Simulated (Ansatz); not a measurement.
This run works on a generated trial structure, not on a known crystal.

Input and command of a plane-wave DFT calculation in Ansatz:

```yaml
crystal:
  lattice:
    - [3.83523931, 0.0, 0.0]
    - [0.0, 3.83523931, 0.0]
    - [0.0, 0.0, 6.67437782]
  atoms:
    - { symbol: Hf, position: [0.0, 0.0, 0.16602417] }
    - { symbol: Hf, position: [0.0, 0.0, 0.83397583] }
    - { symbol: Hf, position: [0.5, 0.5, 0.5] }
    - { symbol: Ti, position: [0.0, 0.0, 0.5], spin: 1.0 }
    - { symbol: O, position: [0.0, 0.5, 0.5] }
    - { symbol: O, position: [0.5, 0.0, 0.5] }
    - { symbol: O, position: [0.5, 0.5, 0.0] }
basis:
  ecutwfc: 420
kpoints:
  mp_grid: { grid: [4, 4, 3] }
hamiltonian:
  xc: pbe
scf:
  occupations: { method: gaussian, width: 0.2 }
  lower_state_search: "off"
output:
  forces: true
  stress: true
  eigenvalues: true
  populations: true
magnetization:
  spin_polarized: true
relax:
  adjacent_minimum: "off"
  f_tol: 0.08
  max_steps: 16
  cell: { stress_tol: 0.8 }
```

```bash
ansatz run input.yaml --threads 1 --pin off --max-ram 2560MiB --backend cpu --events-out ev --progress --plain --runs-dir out
```

Processor: Intel(R) Xeon(R) Processor @ 2.50GHz (Skylake/Cascade Lake), 1 thread, on a host shared with other jobs.

Problem. How long does it run, and how much memory does it take?

Solution. About 7.5 min, peak memory 0.58 GiB. It solves 66 bands at 12 k points (after reduction by symmetry) with about 2667 plane waves (on the last cell), in 163 SCF iterations over 10 ionic steps.
